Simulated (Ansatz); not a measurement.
BN (h-BN type, space group P6_3/mmc)

```
BN
1.0
    2.49975     0.00000     0.00000
   -1.24987     2.16485     0.00000
    0.00000     0.00000     6.52535
B N
2 2
Cartesian
  0.00000   1.44323   1.63134
  1.24987   0.72162   4.89401
  0.00000   1.44323   4.89401
  1.24987   0.72162   1.63134
```

E(V) scan at fixed shape, V₀ the volume above. Symmetry pins the atoms to their sites.

The numbers are results of r2SCAN+rVV10 (plane waves to 500 eV, PAW, scalar-relativistic; Ansatz, an electronic-structure program), not measurements. k mesh 15×15×5 (Γ-centred), Fermi-Dirac smearing 0.05 eV. The energy includes the smearing's −TS. With the shape held, the modulus is that of even scaling; a crystal free to change shape is softer. BN was relaxed with its symmetry unable to fall. The PAW data are Ansatz's earlier set. The zero of ΔE is the relaxed starting cell.

```json
[
 {"V (Å³/atom)": "7.945", "ΔE (meV/atom)": "82.7"},
 {"V (Å³/atom)": "8.166", "ΔE (meV/atom)": "44.7"},
 {"V (Å³/atom)": "8.387", "ΔE (meV/atom)": "19.1"},
 {"V (Å³/atom)": "8.607", "ΔE (meV/atom)": "4.6"},
 {"V (Å³/atom)": "8.828", "ΔE (meV/atom)": "0.0"},
 {"V (Å³/atom)": "9.049", "ΔE (meV/atom)": "4.2"},
 {"V (Å³/atom)": "9.270", "ΔE (meV/atom)": "16.4"},
 {"V (Å³/atom)": "9.490", "ΔE (meV/atom)": "35.5"},
 {"V (Å³/atom)": "9.711", "ΔE (meV/atom)": "60.9"}
]
```

Problem. What is the fitted pressure derivative B₀′?

Solution. 3.6.

Problem. What bulk modulus at fixed cell shape B₀ follows from a third-order Birch-Murnaghan fit?

Solution. 256 GPa. Check by three points about V = 8.828 Å³/atom, step 0.221: d²E/dV² ≈ (4.6 − 2·0.0 + 4.2) meV / 0.221² = 0.181 eV/Å⁶, and V·d²E/dV² × 160.2 = 256 GPa.

(A scan under strain: stresses follow from slopes of the energy per volume, elastic moduli from its curvatures.)
